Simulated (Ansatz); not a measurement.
Relaxed-ion elastic tensor of Sb (A7 (α-As type), R-3m) in GPa (Voigt order), PBE+D3(BJ) (plane waves, PAW; program Ansatz); density 6.79 g/cm³, 29.79 Å³ per atom.

```
 94.5   25.9   28.1  -23.9    0.0    0.0
 25.9   94.5   28.1   23.9    0.0    0.0
 28.1   28.1   50.6    0.0    0.0    0.0
-23.9   23.9    0.0   41.4    0.0    0.0
  0.0    0.0    0.0    0.0   41.4  -23.9
  0.0    0.0    0.0    0.0  -23.9   34.3
```

Q: Is the crystal mechanically stable?

A: Yes: the smallest eigenvalue of C is 13.6 GPa.

Q: Work out the Voigt, Reuss and Hill averages.

A: K_V = 44.8, K_R = 41.3, K_H = 43.1; G_V = 33.9, G_R = 21.0, G_H = 27.4 GPa.

Q: Give Young's modulus, Poisson's ratio, Pugh's ratio and the universal anisotropy index.

A: E = 9KG/(3K + G) = 67.9 GPa; ν = 0.24; K/G = 1.57 (brittle by the Pugh limit of 1.75); A_U = 5G_V/G_R + K_V/K_R − 6 = 3.17.

Q: Estimate the sound speeds and the Debye temperature.

A: v_l = √((K + 4G/3)/ρ) = 3430 m/s, v_t = √(G/ρ) = 2010 m/s, mean 2230 m/s; Θ = (h/k)(3n/4πV)^(1/3) v_m = 214 K.

Q: Solve the Christoffel equation for the three sound speeds along x, y, z.

A: Eigenvalues of C_ijkl n_j n_l equal ρv². In km/s, slowest first: x 1.42, 3.02, 3.73; y 2.18, 2.25, 3.91; z 2.47, 2.47, 2.73.

Q: How much does each axis shrink under pressure?

A: Linear compressibilities β_i = Σ_j S_ij (j = 1 to 3): x 5.0, y 5.0, z 14 per TPa.

The cell was relaxed with PBE+D3(BJ) under the symmetry of its start. As this level gives no gap, shear constants depend on the k-mesh and smearing (Fermi–Dirac, 0.1 eV here). Scalar-relativistic: spin–orbit coupling is off unless named, which matters more the heavier the elements.

Potentials: the later of the program's two PAW sets.
